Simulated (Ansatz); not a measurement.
ZrSe₂ (CdI2 type, space group No. 164) at seven volumes, LDA in the plane-wave PAW code Ansatz, shape and atoms relaxed at each. One row is withheld.

| V (Å³/atom) | P (GPa) |
|---|---|
| 21.316 | 4.95 |
| 22.019 | 2.88 |
| 22.721 | 1.25 |
| 23.424 | 0.00 |
| 24.127 | -0.81 |
| 24.830 | ? |
| 25.532 | -1.67 |

### Question
Fit the shown pressures and predict the withheld one.

### Answer
P = (3/2)B₀(x^(7/2) − x^(5/2))[1 + (3/4)(B′ − 4)(x − 1)] with x = (V₀/V)^(2/3). Least squares on the six rows gives V₀ = 23.457 Å³/atom, B₀ = 32.4 GPa, B′ = 10.58. At V = 24.830, x = 0.9628 and P = -1.34 GPa. The run itself gave -1.37 GPa.

Space group P-3m1 (CdI2 type). Symmetry was held in the LDA relaxation. No spin polarisation was allowed. A crystal of weakly bound layers computed without a dispersion correction: the cell and the soft elastic constants depend strongly on that.

Potentials: the later of the program's two PAW sets.
